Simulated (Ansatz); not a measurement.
**A run on ZnS with a Zn vacancy**

```yaml
crystal:
  lattice:
    - [7.6454, 0.0, 0.0]
    - [-3.8227, 6.621110622, 0.0]
    - [0.0, 0.0, 12.52]
  atoms:
    - { symbol: Zn, position: [0.0, 0.5, 0.0] }
    - { symbol: Zn, position: [0.5, 0.0, 0.0] }
    - { symbol: Zn, position: [0.5, 0.5, 0.0] }
    - { symbol: Zn, position: [0.0, 0.0, 0.5] }
    - { symbol: Zn, position: [0.0, 0.5, 0.5] }
    - { symbol: Zn, position: [0.5, 0.0, 0.5] }
    - { symbol: Zn, position: [0.5, 0.5, 0.5] }
    - { symbol: Zn, position: [0.1666666666, 0.3333333334, 0.25] }
    - { symbol: Zn, position: [0.1666666666, 0.8333333334, 0.25] }
    - { symbol: Zn, position: [0.6666666666, 0.3333333334, 0.25] }
    - { symbol: Zn, position: [0.6666666666, 0.8333333334, 0.25] }
    - { symbol: Zn, position: [0.3333333334, 0.1666666666, 0.75] }
    - { symbol: Zn, position: [0.3333333334, 0.6666666666, 0.75] }
    - { symbol: Zn, position: [0.8333333334, 0.1666666666, 0.75] }
    - { symbol: Zn, position: [0.8333333334, 0.6666666666, 0.75] }
    - { symbol: S, position: [0.0, 0.0, 0.1875], spin: 0.5 }
    - { symbol: S, position: [0.0, 0.5, 0.1875] }
    - { symbol: S, position: [0.5, 0.0, 0.1875] }
    - { symbol: S, position: [0.5, 0.5, 0.1875] }
    - { symbol: S, position: [0.0, 0.0, 0.6875] }
    - { symbol: S, position: [0.0, 0.5, 0.6875] }
    - { symbol: S, position: [0.5, 0.0, 0.6875] }
    - { symbol: S, position: [0.5, 0.5, 0.6875] }
    - { symbol: S, position: [0.1666666666, 0.3333333334, 0.4375] }
    - { symbol: S, position: [0.1666666666, 0.8333333334, 0.4375] }
    - { symbol: S, position: [0.6666666666, 0.3333333334, 0.4375] }
    - { symbol: S, position: [0.6666666666, 0.8333333334, 0.4375] }
    - { symbol: S, position: [0.3333333334, 0.1666666666, 0.9375], spin: 0.5 }
    - { symbol: S, position: [0.3333333334, 0.6666666666, 0.9375] }
    - { symbol: S, position: [0.8333333334, 0.1666666666, 0.9375], spin: 0.5 }
    - { symbol: S, position: [0.8333333334, 0.6666666666, 0.9375], spin: 0.5 }
magnetization:
  spin_polarized: true
total_charge: -1
kpoints:
  mp_grid: { grid: [3, 3, 2] }
scf:
  occupations: { method: fixed }
  max_iter: 60
hamiltonian:
  xc: pbe
  pseudopotentials: { kind: paw }
output:
  forces: true
  stress: true
  populations: true
  efg:
    quadrupole_moments_barn: { Zn: 0.122, S: -0.0694 }
    contact_densities: true
```

```sh
ansatz run input.yaml --threads 4 --pin off --max-ram 8192MiB --backend cpu --events-out ev --progress --plain --runs-dir out
```

(1) Does this calculation finish, and if not, why?

## Answers

(1) The input was rejected before any iteration. The input holds fixed occupations, which suit only a cell with a gap. The program says:

```
Error: inconsistent input (scf.occupations.method, magnetization): a σ = 0 step fill (method: fixed, or a smearing width below the step floor) cannot realise an odd electron count (277) without a locked total moment — the per-k integer fill puts the same N_el/2 bands in each spin channel; set magnetization.spin_polarized: true with magnetization.spin_locking.lock_magnetization: hard and an odd magnetization.initial_magnetization (the unpaired electron then fills one channel), or use a smearing method with a finite width, such as fermi_dirac
```

Against a sound input the change was `scf.occupations`: {method: fermi_dirac, width: 0.01} → {method: fixed}; `scf.max_iter`: not typed → 60.

With the sound settings the run converges and gives V_zz (10²¹ V/m²) Zn1 0.70 (η 0.71), Zn4 -0.077 (η 0.00), Zn5 -0.16 (η 0.20), Zn8 -1.68 (η 0.17), Zn10 0.55 (η 0.00), Zn12 -1.35 (η 0.16), among others; a site carries the number of its first atom in the input. The defect repeats with the cell of 31 atoms, so it feels its images: sites between two images don't show the values beside a lone defect, and zeros or small values of η there can come from the images' arrangement. S and Zn carry a gradient in the pure host already, so the values there aren't the defect's effect alone. A uniform background compensates the cell's charge. The defect cell has no gap above 0.1 eV on its mesh, so the values can hang on the smearing and the k-mesh. The neighbours have not yet relaxed around the defect (largest force 0.65 eV/Å), so a real crystal will differ.
